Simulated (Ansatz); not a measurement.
Given:

TiTe$_{2}$:
```
TiTe2
1.0
    6.72399     0.00000     0.00000
    0.00000     6.72399     0.00000
    0.00000     0.00000     3.80473
Ti Te
2 4
Direct
  0.00000   0.00000   0.00000
  0.50000   0.50000   0.50000
  0.29786   0.29786   0.00000
  0.79786   0.20214   0.50000
  0.20214   0.79786   0.50000
  0.70214   0.70214   0.00000
```

This is the r²SCAN-relaxed structure.

All from the program Ansatz at the r²SCAN level (PAW), unless another level is named. Estimate the electronic character.

metallic (no gap).

Next, the density of states at the Fermi level?

0.17 states/eV per atom (mean over ±0.08 eV).

Predict the formation energy from the elements (no fitted shifts).

-0.69 eV/atom.

Space group P4_2/mnm (rutile). The cell is a constructed one: a structure type filled with these elements; neither database checked (COD, Materials Project) lists it. COD files the formula under space group No. 164. Its standing as an ambient phase is unchecked. Symmetry was held in the r²SCAN relaxation; whether a distortion lowers the energy is not shown. No spin polarisation was allowed. The references are the lowest solids computed at this level, not always the standard phases. Scalar-relativistic: spin–orbit coupling is off unless named, which matters more the heavier the elements.

Potentials: the earlier of the program's two PAW sets.
